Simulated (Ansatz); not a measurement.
An Ansatz (a program for electronic structure) run. Input:

Ansatz 0.2 input:
```yaml
crystal:
  lattice:
    - [0.0, 2.8022316301, 2.8022316301]
    - [2.8022316301, 0.0, 2.8022316301]
    - [2.8022316301, 2.8022316301, 0.0]
  atoms:
    - { symbol: Te, position: [0.75, 0.75, 0.75] }
    - { symbol: Be, position: [0.0, 0.0, 0.0] }
kpoints:
  mp_grid: { grid: [7, 7, 7] }
basis: { xc_grid: 2 }
hamiltonian:
  xc: pbesol
  pseudopotentials: { kind: paw }
scf:
  occupations: { method: fixed }
output:
  optics: { e_range: [0.0, 15.0], de: 0.05, sigma: 0.1, bands: { spectra_wanted_up_to: 12 eV } }
```

Output (shortened):

```
output.optics: the spectra are integrated over the Brillouin zone by k·p interpolation around the k-points, where levels, occupations, output.optics.sigma and …
Pseudopotentials: kind: paw
Pseudopotential: Te, paw, valence charge 16
Pseudopotential: Be, paw, valence charge 2
Functional definition: PBEsol
Crystal: 2 atoms, lattice volume = 44.009 Å³
Basis set: ecut = 420 eV, 869 PW (Γ), exchange–correlation on 54×54×54 points (8 copies of the dense FFT grid, shifted against one another)
Bands: 13, of which v1, the nominal top of the filled ones, is band 9 counted from 1 (8 counted from 0)
Symmetry: 24 space group operations
Space group: F-43m (ITA 216), of the structure as read, at distance tolerance 3.5e-5 Å
k-points: 20 of 343 (time reversal used)
PAW frozen core: Te, regenerated for the run's functional, and the local potential with it
PAW frozen core: Be, regenerated for the run's functional, and the local potential with it
Initial wavefunctions: pseudopotential atomic-orbital guess
Eigensolver: davidson
Functional: x = pbesol(κ = 0.804, μ = 0.12345679012345678), c = pbesol(β = 0.046)
SCF iter   1: F=—  HF=-6992.565348 eV  |F-HF|=—  |Δ(HF+E_count)|=         —  Δρ=2.49e-3  dr2=3.78e-3  ethr=1.77e-3  ⟨swp⟩=5.2  Hψ=1403  notcnv=0  defer=28
all-band conjugate gradients solve this SCF's bands
preconditioner: auto → none
SCF iter   2: F=—  HF=-6992.563914 eV  |F-HF|=—  |Δ(HF+E_count)|=   1.43e-3  Δρ=8.96e-4  dr2=2.82e-4  ethr=2.10e-5  ⟨swp⟩=3.2  Hψ=600  notcnv=0  defer=35
SCF iter   3: F=—  HF=-6992.563813 eV  |F-HF|=—  |Δ(HF+E_count)|=   1.00e-4  Δρ=3.20e-4  dr2=2.98e-5  ethr=1.56e-6  ⟨swp⟩=2.0  Hψ=485  notcnv=0  defer=35
SCF iter   4: F=—  HF=-6992.563845 eV  |F-HF|=—  |Δ(HF+E_count)|=   3.18e-5  Δρ=1.06e-4  dr2=2.75e-6  ethr=1.66e-7  ⟨swp⟩=1.9  Hψ=292  notcnv=0  defer=25
SCF iter   5: F=—  HF=-6992.563847 eV  |F-HF|=—  |Δ(HF+E_count)|=   1.51e-6  Δρ=1.66e-5  dr2=1.38e-7  ethr=1.53e-8  ⟨swp⟩=3.0  Hψ=459  notcnv=0  defer=18
SCF iter   6: F=—  HF=-6992.563846 eV  |F-HF|=—  |Δ(HF+E_count)|=   5.09e-7  Δρ=3.70e-6  dr2=7.08e-9  ethr=7.65e-10  ⟨swp⟩=2.0  Hψ=437  notcnv=0  defer=14
SCF iter   7: F=—  HF=-6992.563846 eV  |F-HF|=—  |Δ(HF+E_count)|=   3.51e-9  Δρ=4.28e-7  dr2=1.06e-10  ethr=3.93e-11  ⟨swp⟩=2.0  Hψ=440  notcnv=0  defer=14
SCF iter   8: F=-6992.563846 eV  HF=-6992.563846 eV  |F-HF|=1.00e-11  |Δ(HF+E_count)|=  6.00e-11  Δρ=1.23e-7  dr2=8.10e-12  ethr=1.00e-12  ⟨swp⟩=4.1  Hψ=920  notcnv=0
SCF 1 converged in 8 iterations: F = -6992.563846 eV  dr2 = 8.10e-12
NSCF: frozen V_eff on 20 k-points
Optics k sum: 0 of 20 k-points
Optics k sum: 1 of 20 k-points
Optics k sum: 2 of 20 k-points
Optics k sum: 3 of 20 k-points
Optics k sum: 4 of 20 k-points
Optics k sum: 5 of 20 k-points
Optics k sum: 6 of 20 k-points
Optics k sum: 7 of 20 k-points
Optics k sum: 8 of 20 k-points
Optics k sum: 9 of 20 k-points
Optics k sum: 10 of 20 k-points
Optics k sum: 11 of 20 k-points
Optics k sum: 12 of 20 k-points
Optics k sum: 13 of 20 k-points
Optics k sum: 14 of 20 k-points
Optics k sum: 15 of 20 k-points
Optics k sum: 16 of 20 k-points
Optics k sum: 17 of 20 k-points
Optics k sum: 18 of 20 k-points
Optics k sum: 19 of 20 k-points
Optics k sum: 20 of 20 k-points
Optics k sum: 0 of 20 k-points
Optics k sum: 1 of 20 k-points
Optics k sum: 2 of 20 k-points
Optics k sum: 3 of 20 k-points
Optics k sum: 4 of 20 k-points
Optics k sum: 5 of 20 k-points
Optics k sum: 6 of 20 k-points
Optics k sum: 7 of 20 k-points
Optics k sum: 8 of 20 k-points
Optics k sum: 9 of 20 k-points
Optics k sum: 10 of 20 k-points
Optics k sum: 11 of 20 k-points
Optics k sum: 12 of 20 k-points
Optics k sum: 13 of 20 k-points
Optics k sum: 14 of 20 k-points
Optics k sum: 15 of 20 k-points
Optics k sum: 16 of 20 k-points
Optics k sum: 17 of 20 k-points
Optics k sum: 18 of 20 k-points
Optics k sum: 19 of 20 k-points
Optics k sum: 20 of 20 k-points
NSCF: frozen V_eff on 1 k-points
NSCF: frozen V_eff on 1 k-points
NSCF: frozen V_eff on 1 k-points
NSCF: frozen V_eff on 1 k-points
output.optics: what the bands over the 22 summed would add to eps1, eps2 and the energy-loss function is held between a lower and an upper bound (6 Lanczos …
SCF converged after 8 iterations
Free energy (F): -6992.563846 eV
Harris-Foulkes:  -6992.563846 eV  (|F-HF|=1.00e-11)
Internal energy: -6992.563846 eV  (E = F + TS)
E sigma→0 (E₀):  -6992.563846 eV
Fermi energy:    7.509078 eV
--- Per-component energies (eV) ---
  E_band       = -266.534346
  E_kinetic    = 200.519857
  E_local      = -1359.411309  (includes V_loc(G=0)·N_el)
  E_nonlocal   = -302.713158
  E_hartree    = 851.348212
  E_xc         = -142.542617
  E_vxc        = -124.515900  (∫ρ·V_xc dr)
  E_paw        = -4642.819657  (= ΣΔE_a)
  E_vpaw       = -383.109936  (= ΣTr[D̂ρ^β])
  E_aug_tail   = -0.000199  (compensation charges beyond the density's cutoff)
  E_ewald      = -1597.329321
  E_core_change = 0.384347  (= ΣΔE_core)
  E_smearing   =  0.000000  (= −TS)
  E_closure    = 0.000000  (closes the sum)
  Σ components = -6992.563846   (vs F -6992.563846, Δ=0.00e0)
  [band-id]    e_kinetic+e_local+e_nonlocal+2·e_hartree+e_vxc+e_vpaw+e_augmentation_tail = -266.534222   (vs E_band -266.534346, Δ=1.23e-4)
--- Band table (eV; the first three rows and the last of 20) ---
  k-point 0: bands = ["-28.6958", "-28.6958", "-28.6958", "-28.6811", "-28.6811", "-4.9222", "7.5091", "7.5091", "7.5091", "11.1169", "11.1169", "11.1169", "11.3425"]
  k-point 1: bands = ["-28.6954", "-28.6951", "-28.6951", "-28.6811", "-28.6811", "-4.7263", "5.8707", "7.2068", "7.2068", "11.0143", "11.5543", "11.5543", "12.9461"]
  k-point 2: bands = ["-28.6945", "-28.6938", "-28.6938", "-28.6807", "-28.6807", "-4.2030", "3.5933", "6.7043", "6.7043", "10.7647", "12.0803", "12.0803", "14.9457"]
  k-point 19: bands = ["-28.6940", "-28.6920", "-28.6891", "-28.6818", "-28.6795", "-3.0521", "2.8215", "3.5328", "4.7341", "11.4078", "13.4602", "13.7871", "14.3459"]
  band table: 13 of 13 bands, residual norms ≤ 1.0e-3 eV
```

Cost: roughly 13 core-seconds on shared cores.

The cell was relaxed with PBEsol under the symmetry of its start. Spin–orbit coupling is left out wherever it is not named.

Potentials: the later of the program's two PAW sets.

Ansatz is a plane-wave DFT program.
